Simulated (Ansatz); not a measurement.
# Ansatz run, Ca₂TlN₂

The input, for Ansatz 0.2.0 (plane waves, PAW):

```yaml
crystal:
  lattice:
    - [0.0, 4.032709, 0.0]
    - [4.032709, 0.0, 0.0]
    - [2.016355, 2.016355, -6.339959]
  atoms:
    - { symbol: Ca, position: [0.3443, 0.3443, 0.3114] }
    - { symbol: Ca, position: [0.6557, 0.6557, 0.6886] }
    - { symbol: Tl, position: [0.0, 0.0, 0.0] }
    - { symbol: "N", position: [0.1411, 0.1411, 0.7178] }
    - { symbol: "N", position: [0.8589, 0.8589, 0.2822] }
  symmetry: { tolerance: 0.0003 }
kpoints:
  mp_grid: { grid: [9, 9, 9], shift: [0, 0, 0] }
  band_path:
    path:
      - [0.0, 0.0, 0.0]
      - [0.5, 0.5, 0.5]
      - [0.5, 0.5, 0.25]
      - [0.0, 0.5, 0.0]
      - [0.0, 0.0, 0.0]
      - [0.0, 0.0, -0.5]
      - [0.0, 0.44942558, -0.27528721]
      - [0.0, 0.55057442, 0.27528721]
      - [0.0, 0.0, 0.0]
      - [0.5, 0.5, 0.5]
      - [0.44942558, 0.55057442, 0.5]
    npoints: 6
magnetization:
  spin_polarized: false
scf:
  occupations: { method: fermi_dirac }
  lower_state_search: "off"
  max_iter: 200
hamiltonian:
  pseudopotentials: { kind: paw }
  xc: pbe
basis:
  ecutwfc: 420
  fft_grid_basis: typed
output:
  forces: true
  stress: true
  eigenvalues: true
  bader: true
  populations: true
  elf: true
  write_potential: true
  volumetric_format: npy
  dos:
    e_range: [-12, 8]
    de: 0.05
    projected: { site_lists: { Ca: [Ca], "N": ["N"], Tl: [Tl] } }
checkpoint:
  read: saved_state
```

The saved state is an earlier solution for the same cell, perhaps on another mesh. 

Excerpt of what it printed:

```
SCF iter   1: F=—  Δρ=1.28e-3  dr2=3.48e-4
SCF iter   2: F=—  Δρ=6.64e-4  dr2=1.24e-4
SCF iter   3: F=—  Δρ=1.71e-4  dr2=3.89e-5
SCF iter   4: F=—  Δρ=7.78e-5  dr2=8.09e-6
SCF iter   5: F=—  Δρ=1.42e-5  dr2=5.45e-7
SCF iter   6: F=-15844.5860 eV  Δρ=5.20e-6  dr2=7.22e-8
Free energy (F): -15844.5860 eV
Harris-Foulkes:  -15844.5860 eV  (|F-HF|=2.40e-8)
Internal energy: -15844.5168 eV  (E = F + TS)
E sigma→0 (E₀):  -15844.5514 eV
Entropy (-TS):   -0.0693 eV (-13.857 meV/atom)
Fermi energy:    8.6109 eV
--- Per-component energies (eV) ---
  E_band       = -294.3827
  E_kinetic    = 1152.9722
  E_local      = -2950.1196  (includes V_loc(G=0)·N_el)
  E_nonlocal   = 535.3536
  E_hartree    = 1023.7732
  E_xc         = -625.5886
  E_vxc        = -637.7591  (∫ρ·V_xc dr)
  E_paw        = -12136.7551  (= ΣΔE_a)
  E_vpaw       = -442.3808  (= ΣTr[D̂ρ^β])
  E_aug_tail   = 0.0002  (compensation charges beyond the density's cutoff)
  E_ewald      = -2844.1527
  E_smearing   = -0.0693  (= −TS)
--- Forces (eV/Å), atoms counted from 1 ---
  atom   1  Ca     0.0000     0.0000    -1.1211
  atom   2  Ca     0.0000     0.0000     1.1211
  atom   3  Tl     0.0000     0.0000     0.0000
  atom   4  N      0.0000     0.0000     9.3922
  atom   5  N      0.0000     0.0000    -9.3922
--- Stress (GPa, compression-positive) ---
       -9.4849       0.0000       0.0000
        0.0000      -9.4849       0.0000
        0.0000       0.0000      41.7825
  P = ⅓ Tr σ = 7.6043 GPa (76.043 kbar)
--- Löwdin populations: 5 sites ---
  site symbol       q [e]
     0     Ca      8.3399
     1     Ca      8.3399
     2     Tl     13.0250
     3      N      6.2357
     4      N      6.2357
  spilling = 0.0192 (of n_electrons = 43.0000)
--- Bader charges: 5 sites ---
  site symbol  charge [e]  shift [e]
     0     Ca      1.3947     0.0000
     1     Ca      1.3947     0.0000
     2     Tl      0.3644     0.0175
     3      N     -1.5769     0.0088
     4      N     -1.5769     0.0088
```

Origin: a known structure type with other elements, at an estimated volume, so it need not be a known compound. Caveats: many states at the Fermi level without spin polarisation, so a magnetic state may lie lower; atoms or cell far from equilibrium.
